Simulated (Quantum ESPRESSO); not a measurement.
**Kohn-Sham bands of SnS2 (I-42d)**

```
CELL_PARAMETERS angstrom
      5.92650     0.00000     0.00000
      0.00000     5.92650     0.00000
     -2.96325    -2.96325     4.91112
ATOMIC_POSITIONS crystal
  Sn 0.25000 0.75000 0.50000
  Sn 0.00000 0.00000 0.00000
  S  0.88026 0.87500 0.25000
  S  0.62500 0.11974 0.75000
  S  0.36974 0.37500 0.25000
  S  0.12500 0.63026 0.75000
```

Structure: Materials Project mp-1002063, symmetrised, not relaxed again. Not found in the COD (Crystallography Open Database) copy used, which has the formula in other groups; not checked further. Level: LDA, no spin polarisation, no spin-orbit coupling; pw.x of Quantum ESPRESSO at 58 Ry with PseudoDojo potentials, 4×4×4 k-points, Wannier90. Density: 6×6×6 mesh, cold smearing 0.01 Ry. Spin-orbit coupling is left out although heavy elements are present.

Problem. List the Kohn-Sham levels between −8 and 4.7 eV relative to the valence-band maximum at the high-symmetry points, as a band run of pw.x on that density gives them (levels within 2 meV counted together).

Solution. 
| point | k (reciprocal lattice) | levels (eV) |
|---|---|---|
| Γ | 0.000 0.000 0.000 | -7.51, -4.68, -3.83 (×2), -3.04, -2.75, -1.44 (×2), -1.40, -0.27 (×2), 0.00, 1.73, 2.92, 3.15 |
| X | 0.500 -0.500 0.000 | -6.42 (×2), -3.25 (×2), -2.55 (×2), -1.63 (×2), -0.64 (×2), -0.18 (×2), 2.37 (×2), 4.40 (×2) |
| P | 0.500 -0.500 0.250 | -6.39 (×2), -3.50 (×2), -1.97 (×2), -1.93 (×2), -0.50 (×2), -0.40 (×2), 2.47 (×2), 4.37 (×2) |
| N | 0.000 -0.500 0.500 | -6.93, -5.47, -3.80, -3.23, -2.38, -2.18, -2.07, -1.86, -0.86, -0.74, -0.47, -0.22, 2.70, 2.93, 4.32, 4.50 |
| M | 0.000 0.000 0.500 | -6.23 (×2), -3.12 (×2), -1.89 (×2), -1.68 (×2), -1.47 (×2), -0.37 (×2), 2.52 (×2), 3.26 (×2), 4.56 (×2) |
| S | 0.000 -0.318 0.659 | -6.54, -5.87, -3.45, -3.08, -2.46, -2.31, -1.75, -1.73, -1.20, -0.64, -0.61, -0.12, 2.58, 2.86, 3.47, 4.15 |
| S_0 | 0.000 -0.682 0.341 | -6.54, -5.87, -3.45, -3.08, -2.46, -2.31, -1.75, -1.73, -1.20, -0.64, -0.61, -0.12, 2.58, 2.86, 3.47, 4.15 |
| R | 0.318 -0.682 0.182 | -6.30 (×2), -3.28 (×2), -2.45 (×2), -1.71 (×2), -0.75 (×2), -0.27 (×2), 2.56 (×2), 4.33 (×2) |
| G | 0.318 -0.318 0.500 | -6.30 (×2), -3.28 (×2), -2.45 (×2), -1.71 (×2), -0.75 (×2), -0.27 (×2), 2.56 (×2), 4.33 (×2) |
